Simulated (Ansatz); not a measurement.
**Mg2CdN2 (P-3m1), a sublattice moved along a line**

Level of theory: Ansatz 0.2.0, DFT LDA, scalar-relativistic, plane waves, PAW. The runs took a 420 eV cutoff, a Γ-centred 12×12×6 mesh and Gaussian smearing (0.03 eV). No spin polarisation. Energies are free energies at this smearing, counted from the undisturbed cell; pressure is positive in compression.

The undisturbed cell (as given, not relaxed at this level; it stands at -8.1 GPa, and it needn't be the usual structure):

```
CELL_PARAMETERS angstrom
3.55288 0.00000 0.00000
-1.77644 3.07689 0.00000
0.00000 0.00000 5.98383
ATOMIC_POSITIONS crystal
Mg 0.66667 0.33333 0.15344
Mg 0.33333 0.66667 0.84656
Cd 0.00000 0.00000 0.50000
N 0.66667 0.33333 0.77223
N 0.33333 0.66667 0.22777
```

Every N atom is moved by x along the Cartesian unit vector (0.000, -0.977, 0.212); the cell and all other atoms stay fixed. At -8 GPa the given cell is far from its own equilibrium, so these figures belong to a strongly strained crystal.

| x (Å) | ΔE (meV/cell) |
| --- | --- |
| -0.3000 | 656.0 |
| -0.1500 | 146.9 |
| 0.0000 | 0.0 |
| 0.2250 | 346.2 |

Problem. Predict the pressure (GPa) at each point.

Solution.
```
  x (Å) pressure (GPa)
-0.3000            -2.7
-0.1500            -6.8
 0.0000            -8.1
 0.2250            -5.1
```